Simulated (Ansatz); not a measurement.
S in space group R-3 (No. 148; S on 18f) at seven volumes, the program Ansatz at the r²SCAN level (PAW), shape and atoms relaxed at each. One row is withheld.

| V (Å³/atom) | P (GPa) |
|---|---|
| 23.134 | 0.98 |
| 23.897 | 0.56 |
| 24.660 | 0.24 |
| 25.422 | 0.01 |
| 26.185 | ? |
| 26.948 | -0.29 |
| 27.710 | -0.38 |

Q: Fit the shown pressures and predict the withheld one.

A: P = (3/2)B₀(x^(7/2) − x^(5/2))[1 + (3/4)(B′ − 4)(x − 1)] with x = (V₀/V)^(2/3). Least squares on the six rows gives V₀ = 25.447 Å³/atom, B₀ = 6.7 GPa, B′ = 9.30. At V = 26.185, x = 0.9811 and P = -0.17 GPa. The run itself gave -0.18 GPa.

The workflow started from an entry of the Crystallography Open Database (COD), which files this formula under 8 space groups. It is not the phase usual at ambient conditions (space group No. 70). Symmetry was held in the r²SCAN relaxation; whether a distortion lowers the energy is not shown. A crystal of weakly bound molecules computed without a dispersion correction: the cell and the soft elastic constants depend strongly on that.

Potentials: the later of the program's two PAW sets.
